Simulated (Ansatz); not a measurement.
## Computed properties of SiGe

SiGe:
```
CELL_PARAMETERS angstrom
      3.96546     0.00000     0.00000
      0.00000     3.96227     0.00000
      0.00000     0.00000    11.20488
ATOMIC_POSITIONS crystal
  Si 0.25000 0.00000 0.32073
  Si 0.25000 0.50000 0.44007
  Si 0.75000 0.50000 0.55993
  Si 0.75000 0.00000 0.67927
  Ge 0.25000 0.00000 0.80397
  Ge 0.25000 0.50000 0.93489
  Ge 0.75000 0.50000 0.06511
  Ge 0.75000 0.00000 0.19603
```

Space group Pmma (No. 51); conventional cell a = 3.965 Å, b = 3.962 Å, c = 11.205 Å, α = β = γ = 90.00°.

Method: plane-wave PAW PBE (Ansatz code). Structure relaxed to zero pressure with the same functional. Other levels are named where they apply.

Cell and energy:

```json
{
  "volume_per_atom": "22.01 Å³",
  "density": "3.80 g/cm³",
  "Formation energy from the elements (no fitted shifts)": "0.018 eV/atom"
}
```

Electronic structure:

```json
{
 "band_gap": "0.37 eV (indirect)",
 "valence_band_maximum": "at Γ",
 "conduction_band_minimum": "at Z (k = 0.000, 0.000, 0.500)",
 "smallest_direct_gap_on_the_standard_path": "0.44 eV",
 "electron_effective_mass": "0.15, 0.29, 3.3 mₑ (principal values)",
 "Electron effective mass with spin–orbit coupling": "0.15, 0.29, 3.3 mₑ (principal values)",
 "Weight of the conduction-edge state by species (Voronoi cells)": "Si 80 %, Ge 20 %",
 "hole_effective_mass": "0.055, 0.25, 2.1 mₑ (principal values)",
 "Hole effective mass with spin–orbit coupling": "0.071, 0.20, 0.22 mₑ (principal values)",
 "Weight of the valence-edge state by species (Voronoi cells)": "Ge 63 %, Si 37 %",
 "Gap with spin–orbit coupling": "0.32 eV"
}
```

Mechanics:

```json
{
 "Bulk modulus (Birch–Murnaghan fit)": "73.9 GPa",
 "Pressure derivative B′": "4.6"
}
```

The start of the workflow was typed in or built on a structure type; neither database checked (COD, Materials Project) lists it. Whether it is the stable phase at ambient conditions was not checked. The cell was relaxed with PBE under the symmetry of its start; whether a distortion lowers the energy is not shown. The references are the lowest solids computed at this level, not always the standard phases. Spin–orbit coupling is left out wherever it is not named.

Potentials: the later of the program's two PAW sets.
